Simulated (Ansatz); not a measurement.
SrZrO3 in space group R3c (No. 161; Sr on 6a, Zr on 6a, O on 18b), PBE in the plane-wave PAW code Ansatz. The conduction-band minimum lies at Γ, with 1 equivalent valley. Second derivatives d²E/dk² of the lowest band at one valley (eV·Å²), along Cartesian directions:

| direction | d²E/dk² |
|---|---|
| [100] | 8.606 |
| [010] | 8.606 |
| [001] | 10.44 |
| [110] | 8.606 |
| [101] | 9.478 |
| [011] | 9.447 |

Find the principal effective masses, the density-of-states mass and the conductivity mass.

Off-diagonal terms follow from H_xy = H[110] − (H_xx + H_yy)/2, and m*/mₑ = 7.620 eV·Å² over each eigenvalue: 0.73, 0.89, 0.89. One valley's DOS mass (m₁m₂m₃)^(1/3) = 0.83, conductivity mass 3/(Σ 1/mᵢ) = 0.83 mₑ.

What effective density of states Nc follows at 300 K for parabolic valleys?

Nc = 2.509e19 × 1 × (0.83)^(3/2) ≈ 1.9e19 cm⁻³.

The start of the workflow was typed in or built on a structure type; neither database checked (COD, Materials Project) lists it. COD files the formula under space group No. 62, 63, 221, so this cell is another polymorph or a model. Whether it is the stable phase at ambient conditions was not checked. Symmetry was held in the PBE relaxation; its stability against distortions is not shown here. No spin polarisation was allowed. Scalar-relativistic: spin–orbit coupling is off unless named, which matters more the heavier the elements.

Potentials: the later of the program's two PAW sets.

Edges and masses are those of Kohn–Sham bands, whose gap is no quasiparticle gap.
